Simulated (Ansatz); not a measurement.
InSb:
```
InSb
1.0
    4.63662     0.00000     0.00000
   -2.31831     4.01543     0.00000
    0.00000     0.00000    10.17946
In Sb
3 3
Direct
  0.00000   0.49960   0.66667
  0.50040   0.50040   0.00000
  0.49960   0.00000   0.33333
  0.00000   0.49977   0.16667
  0.50023   0.50023   0.50000
  0.49977   0.00000   0.83333
```

Relaxed with r²SCAN. Special points in fractions of this cell's reciprocal vectors: Γ (0.000, 0.000, 0.000); M (0.500, 0.000, 0.000); K (0.333, 0.333, 0.000); A (0.000, 0.000, 0.500); L (0.500, 0.000, 0.500); H (0.333, 0.333, 0.500).

**Question.** List the band energies nearest the Fermi level at these points for the program Ansatz at the r²SCAN level (PAW).

**Answer.** In eV from the Fermi level; about four levels below and three above (degenerate sets whole), none deeper than 8.9 eV; points with the same levels are listed once.

| k | below | above |
|---|---|---|
| Γ | -0.77 -0.67 -0.67 -0.51 | 0.08 1.53 1.53 |
| M | -2.16 -1.67 -1.49 -1.41 | 0.42 0.73 1.60 |
| K | -2.02 -1.48 -1.48 -0.10 | 2.02 2.02 4.13 4.13 |
| A | -0.64 -0.61 -0.61 -0.26 | 1.27 1.27 1.60 |
| L | -2.15 -2.02 -1.75 -1.55 | 0.90 1.38 2.34 |
| H | -3.19 -3.19 -1.78 -1.16 | 1.96 1.96 2.15 |

Space group P6_422. The start of the workflow was typed in or built on a structure type; neither database checked (COD, Materials Project) lists it. It is not the phase usual at ambient conditions (space group No. 216). Symmetry was held in the r²SCAN relaxation; its stability against distortions is not shown here. Point labels and valley counts follow the cell and symmetry of the run, lower than the named group. The Fermi level of a semimetal is unsure by some 0.05 eV on such meshes. Scalar-relativistic: spin–orbit coupling is off unless named, which matters more the heavier the elements.

Potentials: the later of the program's two PAW sets.
